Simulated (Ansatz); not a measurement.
Cu Kα1 powder pattern (kinematic, no thermal factors).
```csv
2θ (°),relative intensity,assignment
12.54,12,1 1 1
14.49,100,2 0 0
20.54,41,2 2 0
24.14,11,3 1 1
29.21,45,4 0 0
31.90,7,3 3 1
32.75,31,4 2 0
35.98,12,4 2 2
38.24,4,5 1 1
41.78,23,4 4 0
43.80,4,5 3 1
44.45,15,6 0 0
46.99,18,6 2 0
48.84,2,5 3 3
49.44,1,6 2 2
51.80,6,4 4 4
53.51,2,7 1 1
54.08,11,6 4 0
56.30,15,6 4 2
57.92,3,7 3 1
60.57,3,8 0 0
62.13,1,7 3 3
62.65,7,8 2 0
64.68,6,6 6 0
66.18,1,7 5 1
66.68,2,6 6 2
68.65,6,8 4 0
70.11,2,9 1 1
70.59,1,8 4 2
72.51,5,6 6 4
73.94,1,9 3 1
76.29,3,8 4 4
77.70,1,9 3 3
78.16,4,10 0 0
80.02,7,10 2 0
81.40,1,9 5 1
81.86,2,10 2 2
85.53,6,10 4 0
87.35,6,10 4 2
```

The pattern is computed from a structure relaxed with DFT PBE, scalar-relativistic, plane waves, PAW in Ansatz. No spin polarisation. Its elements are C, Ca, N, Na, Y.

Question: Give the structure.

Answer: NaCaYC6N6.
Space group F-43m (No. 216). a = 12.219 Å, b = 12.219 Å, c = 12.219 Å, α = 90.00°, β = 90.00°, γ = 90.00°
| atom | site | symmetry | x | y | z |
| --- | --- | --- | --- | --- | --- |
| Na | 4d | -43m | 0.2500 | 0.2500 | 0.7500 |
| Ca | 4b | -43m | 0.5000 | 0.0000 | 0.0000 |
| Y | 4a | -43m | 0.0000 | 0.0000 | 0.0000 |
| C | 24f | 2.mm | 0.2043 | 0.0000 | 0.0000 |
| N | 24f | 2.mm | 0.2999 | 0.0000 | 0.0000 |

A pattern alone doesn't exclude other cells with like lines; this is the one computed.

The cell was found from a structure generator's guess, not taken from experiment.
